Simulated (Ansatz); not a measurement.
An Ansatz input:

```yaml
crystal:
  lattice:
    - [-1.3546498507, 1.6478812633, 1.2081029592]
    - [1.6478812633, -1.3546498507, 1.2081029592]
    - [2.7627771837, 2.7627771837, -0.67104909]
  atoms:
    - { symbol: Mn, position: [0.0416737058, 0.9583262942, 0.0], spin: 3.0 }
    - { symbol: Mn, position: [0.7083262942, 0.2916737058, 0.5], spin: -3.0 }
hamiltonian:
  xc: pbesol
  pseudopotentials:
    kind: paw
    azcp:
      Mn: "pseudopotentials/Mn.paw.azcp"
basis:
  ecutwfc: 420
  fft_grid_basis: typed
kpoints:
  mp_grid: { grid: [24, 24, 13], shift: [0, 0, 0] }
magnetization:
  spin_polarized: true
scf:
  occupations: { method: fermi_dirac, width: 0.05 }
```

Output

```
Warning: the record states the generating functional pbe (its physics header spells it `PBE`), which answers neither for hamiltonian.xc's functional nor for the pbesol family's — results may be inconsistent (PPs are generated against a specific XC)
Engine: ansatz 0.2.0, x86_64-unknown-linux-gnu
Pseudopotentials: kind: paw
Pseudopotential: Mn, paw, valence charge 15, recommended cutoff 420 eV (normal) 
Functional definition: PBEsol
  exchange = pbesol_x
  correlation = pbesol_c
Crystal: 2 atoms, lattice volume = 20.634 Å³
Basis set: ecut = 420 eV, 391 PW (Γ)
Bands: 22, of which v1, the nominal top of the filled ones, is band 15 counted from 1 (14 counted from 0)
Symmetry: 2 space group operations
Space group: C2 (ITA 5), of the structure as read, at distance tolerance 2.7e-5 Å
Magnetic group: BNS 15.88 (UNI 95), of the structure as read, at distance tolerance 2.7e-5 Å
k-points: 1957 of 7488 (time reversal used)
Non-local potential: Mn, projectors of the file, l = 0: 3, l = 1: 2, l = 2: 3, l = 3: 1
PAW form: soft (Blöchl's): semilocal exchange-correlation on the pseudo side does not see the compensation charge
PAW frozen core: Mn, regenerated for the run's functional, and the local potential with it (the file was generated under x = pbe(κ = 0.804, μ = 0.2195149727645171), c = pbe(β = 0.06672455060314922))
PAW one-centre angular grid: Mn, 590 points (default); XC on 64 Gauss nodes
Initial density: superposition of atomic densities (chi_scale 0.1, normalization cell)
Starting moments: Σ|m| = 6 μB on 2 of 2 sites
Starting magnetic order: antiferromagnet; an inversion exchanges its spin sublattices: spin-degenerate at every k-point
Initial wavefunctions: pseudopotential atomic-orbital guess
Functional: x = pbesol(κ = 0.804, μ = 0.12345679012345678), c = pbesol(β = 0.046)
SCF iter   1: F=—  HF=-7741.550232 eV  |F-HF|=—  |Δ(HF+E_count)|=         —  Δρ=2.97e-1 (↑2.97e-1 ↓2.97e-1)  dr2=7.18e0  dr2_m=1.43e1  M=-0.000 μB ∫|m|=0.916 μB  β_m=0.30  ethr=3.10e-3  ⟨swp⟩=3.7  Hψ=309891  notcnv=0  defer=10
Mixer restart at iter 1: flushing history
SCF iter   2: F=—  HF=-7736.909995 eV  |F-HF|=—  |Δ(HF+E_count)|=    4.64e0  Δρ=1.73e-1 (↑1.73e-1 ↓1.73e-1)  dr2=1.04e0  dr2_m=5.33e0  M=0.000 μB ∫|m|=1.323 μB  β_m=0.49  ethr=3.10e-3  ⟨swp⟩=3.7  Hψ=208114  notcnv=0  defer=6470
SCF iter   3: F=—  HF=-7737.249802 eV  |F-HF|=—  |Δ(HF+E_count)|=   3.40e-1  Δρ=6.89e-2 (↑6.89e-2 ↓6.88e-2)  dr2=2.49e-1  dr2_m=8.19e-1  M=-0.000 μB ∫|m|=1.074 μB  β_m=0.54  ethr=3.10e-3  ⟨swp⟩=2.2  Hψ=108584  notcnv=0  defer=6264
SCF iter   4: F=—  HF=-7737.518109 eV  |F-HF|=—  |Δ(HF+E_count)|=   2.68e-1  Δρ=1.40e-2 (↑1.40e-2 ↓1.40e-2)  dr2=3.57e-2  dr2_m=2.43e-2  M=-0.000 μB ∫|m|=0.837 μB  β_m=0.77  ethr=8.30e-4  ⟨swp⟩=2.4  Hψ=145831  notcnv=0  defer=5474
SCF iter   5: F=—  HF=-7737.524706 eV  |F-HF|=—  |Δ(HF+E_count)|=   6.60e-3  Δρ=9.33e-3 (↑9.33e-3 ↓9.33e-3)  dr2=3.45e-2  dr2_m=3.82e-3  M=0.000 μB ∫|m|=0.280 μB  β_m=0.74  ethr=1.19e-4  ⟨swp⟩=3.0  Hψ=181012  notcnv=0  defer=5370
...
SCF iter  15: F=-7737.550779 eV  HF=-7737.550779 eV  |F-HF|=4.09e-11  |Δ(HF+E_count)|=  2.87e-10  Δρ=3.56e-7 (↑3.56e-7 ↓2.71e-7)  dr2=5.33e-11  dr2_m=2.35e-12  M=0.000 μB ∫|m|=0.000 μB  ethr=4.86e-12  ⟨swp⟩=1.5  Hψ=212170  notcnv=0
SCF 1 converged in 15 iterations: F = -7737.550779 eV  dr2 = 5.33e-11
WARN: the starting moments were not kept: the SCF closed with an absolute magnetisation of 3.2e-5 μB, where they sum to 6 μB in size (2 sites). That is at most 0.1 of that sum. Measured as dr2_m measures the in/out step, that magnetisation stands 7.5e-10 eV from none, at or under the dr2_threshold of 1.0e-7 eV: it is no larger than a step whose dr2_m would equal this threshold. The system may hold no moment; this SCF shows only that its start led to no more than that. To try another start: raise the starting moments (crystal.atoms[].spin, magnetization.per_species, magnetization.initial_magnetization, or on a non-collinear deck that types none of these the spinor_matrix: blocks that start its atoms; where the total moment is fixed, keep their sum and leave initial_magnetization as it is; typed ones take the place of any that the run laid by itself, positive ones on a crystal's lanthanoids without a Hubbard term where scf.initial_density.shell_occupations: [] is typed) or, if the notice of its spin-set hold's release reads "site moments contracting" or "site moments show no strong build", lengthen the hold (scf.mixing.spin_hold: { on: { confirm: 4 } }; for m-r²SCAN on two components see the key's manual first). Each may lead to a state that holds a moment. A second SCF, from the converged charge density, with the starting moments and any scf.initial_density.shell_occupations laid on it anew, would have followed, and was not run: the deck does not ask for one (magnetization.retry_lost_moments is false, the default). To let it run, set magnetization.retry_lost_moments: true and run the deck again, where that key's refused combinations let it; where memory then withholds it, that run's warning says so.
SCF converged after 15 iterations
Magnetization: 0.0000 μB (15.0000 up, 15.0000 down)
Absolute magnetization: 0.0000 μB (∫|ρ↑−ρ↓|, with the PAW one-centre terms)
Spin contamination: 0.0000 ħ² per cell (⟨S²⟩ above its minimum at these occupations)
Per-site moments (μB) at R_I (Å): [(1.6014752912535845e-5, 1.004651080399027), (-1.530477383321473e-5, 1.004651080399027)]
Free energy (F): -7737.550779 eV
Harris-Foulkes:  -7737.550779 eV  (|F-HF|=4.09e-11)
Internal energy: -7737.529256 eV  (E = F + TS)
E sigma→0 (E₀):  -7737.540018 eV
Entropy (-TS):   -0.021524 eV (-10.762 meV/atom)
Fermi energy:    21.014440 eV
--- Per-component energies (eV) ---
  E_band       = -288.573150
  E_kinetic    = 620.190790
  E_local      = -3037.833947  (includes V_loc(G=0)·N_el)
  E_nonlocal   = 474.766498
  E_hartree    = 1267.348427
  E_xc         = -231.549611
  E_vxc        = -297.935048  (∫ρ·V_xc dr)
  E_paw        = -2532.481269  (= ΣΔE_a)
  E_vpaw       = -582.458787  (= ΣTr[D̂ρ^β])
  E_aug_tail   = -0.000018  (compensation charges beyond the density's cutoff)
  E_ewald      = -4298.309425
  E_core_change = 0.339301  (= ΣΔE_core)
  E_smearing   = -0.021524  (= −TS)
  E_closure    = 0.000000  (closes the sum)
  Σ components = -7737.550779   (vs F -7737.550779, Δ=0.00e0)
--- Band table (eV; the first three rows and the last of 3914) ---
  k-point 0 ↑: bands = ["-57.8988", "-57.7044", "-27.1385", "-26.3672", "-26.3672", "-26.2463", "-26.2462", "-26.2336", "12.5932", "16.3493", "19.9956", "20.0054", "20.0055", "20.5146", "20.5149", "21.0681", "21.0683", "21.7758", "22.7465", "22.7468", "30.7496", "41.9786"]
  k-point 1 ↑: bands = ["-57.8960", "-57.7073", "-27.1258", "-26.3654", "-26.3654", "-26.2480", "-26.2480", "-26.2472", "12.6595", "16.3441", "19.9690", "19.9802", "19.9803", "20.4878", "20.4880", "21.1273", "21.1275", "21.5858", "22.7450", "22.7453", "31.0413", "41.9065"]
  k-point 2 ↑: bands = ["-57.8878", "-57.7157", "-27.0883", "-26.3603", "-26.3603", "-26.2871", "-26.2532", "-26.2532", "12.8559", "16.3181", "19.8924", "19.9239", "19.9240", "20.4132", "20.4134", "21.1002", "21.2832", "21.2834", "22.7353", "22.7356", "31.8397", "41.7095"]
  k-point 1956 ↓: bands = ["-57.6861", "-57.6785", "-27.0937", "-27.0725", "-26.4807", "-26.4716", "-26.4487", "-26.4466", "16.3865", "16.5372", "18.1368", "18.2775", "21.0270", "21.4141", "21.6193", "22.2375", "23.0992", "23.1219", "24.0002", "24.6916", "31.4921", "31.5140"]
```

Launched by

```sh
ansatz run input.yaml --threads 2 --pin off --max-ram 5120MiB --backend cpu --events-out ev --progress --plain --runs-dir out
```

On 2 threads of Intel(R) Xeon(R) 6975P-C (Granite Rapids) (shared host) this took about 210 s of wall time and 400 s of CPU time.
